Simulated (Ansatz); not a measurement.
# ZrHBr under strains and displacements

These are results of DFT PBEsol, scalar-relativistic, plane waves, PAW (Ansatz 0.2.0), not measurements.

Settings: cutoff 420 eV, Γ-centred mesh 12×12×4 on the computed 6-atom cell, Gaussian smearing of 0.10 eV; no spin polarisation.

Reference cell:

```
CELL_PARAMETERS angstrom
3.45098 0.00000 0.00000
-1.72549 2.98863 0.00000
0.00000 0.00000 10.22842
ATOMIC_POSITIONS crystal
Zr 0.33333 0.66667 0.64399
Zr 0.66667 0.33333 0.35601
H 0.33333 0.66667 0.44163
H 0.66667 0.33333 0.55837
Br 0.33333 0.66667 0.16881
Br 0.66667 0.33333 0.83119
```

Each variant moves atoms of this cell by the vectors given, if any (Å), and then applies a symmetric strain (tensor components, Cartesian axes). The reference cell isn't relaxed at this level. Energies are per atom at zero smearing, counted from the reference cell. Pressure is positive in compression.

1. no strain; moves: H3 (0.013, 0.037, 0.081)
2. strain (xx yy zz yz xz xy, %) 0.88 0.88 9.88 0.00 0.00 0.00; moves: Zr1 (0.000, 0.000, -0.355); Zr2 (0.000, 0.000, 0.355); H3 (0.000, 0.000, 0.167); H4 (0.000, 0.000, -0.167); Br5 (0.000, 0.000, 0.183); Br6 (0.000, 0.000, -0.183)
3. strain (xx yy zz yz xz xy, %) 4.81 4.81 -4.20 0.00 0.00 0.00; moves: Zr1 (0.000, 0.000, -0.145); Zr2 (0.000, 0.000, 0.145); H3 (0.000, 0.000, -0.007); H4 (0.000, 0.000, 0.007); Br5 (0.000, 0.000, 0.095); Br6 (0.000, 0.000, -0.095)
4. strain (xx yy zz yz xz xy, %) 2.90 2.90 5.90 0.00 0.00 0.00; moves: Zr1 (0.000, 0.000, -0.414); Zr2 (0.000, 0.000, 0.414); H3 (0.000, 0.000, 0.075); H4 (0.000, 0.000, -0.075); Br5 (0.000, 0.000, -0.105); Br6 (0.000, 0.000, 0.105)
5. no strain; moves: H4 (0.000, 0.090, 0.000)
6. strain (xx yy zz yz xz xy, %) -2.64 -2.64 -1.14 0.00 0.00 0.00; moves: Zr1 (0.000, 0.000, 0.046); Zr2 (0.000, 0.000, -0.046); H3 (0.000, 0.000, 0.093); H4 (0.000, 0.000, -0.093); Br5 (0.000, 0.000, -0.009); Br6 (0.000, 0.000, 0.009)
7. no strain; moves: H3 (-0.328, -0.154, -0.096)
8. strain (xx yy zz yz xz xy, %) 1.38 1.38 2.88 0.00 0.00 0.00; moves: Zr1 (0.000, 0.000, 0.059); Zr2 (0.000, 0.000, -0.059); H3 (0.000, 0.000, -0.016); H4 (0.000, 0.000, 0.016); Br5 (0.000, 0.000, 0.084); Br6 (0.000, 0.000, -0.084)
9. strain (xx yy zz yz xz xy, %) -0.43 -0.43 8.57 0.00 0.00 0.00; moves: Zr1 (0.000, 0.000, -0.018); Zr2 (0.000, 0.000, 0.018); H3 (0.000, 0.000, -0.170); H4 (0.000, 0.000, 0.170); Br5 (0.000, 0.000, 0.028); Br6 (0.000, 0.000, -0.028)
10. strain (xx yy zz yz xz xy, %) -4.94 -4.94 1.06 0.00 0.00 0.00; moves: Zr1 (0.000, 0.000, 0.368); Zr2 (0.000, 0.000, -0.368); H3 (0.000, 0.000, -0.155); H4 (0.000, 0.000, 0.155); Br5 (0.000, 0.000, 0.168); Br6 (0.000, 0.000, -0.168)
11. strain (xx yy zz yz xz xy, %) -4.52 -4.52 4.48 0.00 0.00 0.00; moves: Zr1 (0.000, 0.000, 0.031); Zr2 (0.000, 0.000, -0.031); H3 (0.000, 0.000, -0.358); H4 (0.000, 0.000, 0.358); Br5 (0.000, 0.000, 0.241); Br6 (0.000, 0.000, -0.241)

The reference cell has pressure -4.24 GPa, largest force 0.441 eV/Å and gap none (metal).

| variant | ΔE (meV/atom) | P (GPa) | largest force (eV/Å) | gap on mesh (eV) | space group |
| --- | --- | --- | --- | --- | --- |
| 1 | 3.5 | -4.15 | 0.50 | 0 | P1 |
| 2 | 328.9 | -1.80 | 5.21 | 0 | P-3m1 |
| 3 | 81.0 | -3.70 | 1.55 | 0 | P-3m1 |
| 4 | 583.1 | -2.27 | 5.44 | 0 | P-3m1 |
| 5 | ? | ? | ? | ? | ? |
| 6 | 0.4 | 1.24 | 0.56 | 0 | P-3m1 |
| 7 | ? | ? | ? | ? | ? |
| 8 | 39.3 | -5.66 | 1.22 | 0 | P-3m1 |
| 9 | ? | ? | ? | ? | ? |
| 10 | 739.4 | 29.21 | 9.17 | 0 | P-3m1 |
| 11 | 222.8 | 12.28 | 2.84 | 0 | P-3m1 |

Give the withheld rows.

```tsv
variant	ΔE (meV/atom)	P (GPa)	largest force (eV/Å)	gap on mesh (eV)	space group
5	1.6	-4.20	0.44	0	Cm
7	54.3	-3.23	2.22	0	P1
9	93.9	-7.41	1.26	0	P-3m1
```

Each cell of ZrHBr holds layers, and where no dispersion correction was added their binding is poorly described.